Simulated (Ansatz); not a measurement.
FeCo:
```xyz
4
Lattice="0.0000 2.8395 2.8395 2.8395 0.0000 2.8395 2.8395 2.8395 0.0000" Properties=species:S:1:pos:R:3 pbc="T T T"
Fe     1.4197     1.4197     1.4197
Fe     0.0000     0.0000     0.0000
Co     2.8395     2.8395     2.8395
Co     4.2592     4.2592     4.2592
```
Starting moments (μB, in the order of the atoms Fe Fe Co Co): 2.7 2.7 1.9 1.9.

Relaxed with PBE. Special points in fractions of this cell's reciprocal vectors: Γ (0.000, 0.000, 0.000); X (0.500, 0.000, 0.500); U (0.625, 0.250, 0.625); K (0.375, 0.375, 0.750); L (0.500, 0.500, 0.500); W (0.500, 0.250, 0.750).

### Question
List the band energies nearest the Fermi level at these points for DFT-PBE in the program Ansatz with PAW potentials.

### Answer
In eV from the Fermi level; about four levels below and three above (degenerate sets whole), none deeper than 8.9 eV; … stands for higher levels left out; points with the same levels are listed once.

```tsv
k	below	above
Γ ↑	-1.36 -1.36 -0.65 -0.65 -0.65	7.82 7.82 7.82
X ↑	-0.37 -0.37 -0.05 -0.05	6.38 6.38 …
U ↑	-0.79 -0.41 -0.13 -0.13	1.70 6.49 9.43
L ↑	-1.07 -1.07 -0.88 -0.46	6.25 6.25 6.35 6.35
W ↑	-0.20 -0.20 -0.19 -0.19	9.75 9.75 …
Γ ↓	-2.37 -2.37 -2.37 -0.85 -0.85 -0.85	0.47 0.47 1.28 1.28
X ↓	-0.71 -0.71 -0.47 -0.47	0.02 0.02 0.11 0.11
U ↓	-1.22 -1.20 -0.87 -0.22	0.09 0.13 0.62
L ↓	-2.08 -2.08 -1.68 -1.59 -1.59	0.51 0.51 0.58 0.58
W ↓	-1.34 -1.34 -1.32 -1.32	0.09 0.09 0.35 0.35
```

Space group Fd-3m. The cell is a constructed one: a structure type filled with these elements; neither database checked (COD, Materials Project) lists it. It is not the phase usual at ambient conditions (space group No. 221). Symmetry was held in the PBE relaxation; whether a distortion lowers the energy is not shown. Spin order of the final state: ferromagnetic, chosen from 5 collinear starts compared on coarse meshes (ties went to the first, and starts can fall back to one state), not a proven ground state.

Potentials: the later of the program's two PAW sets.
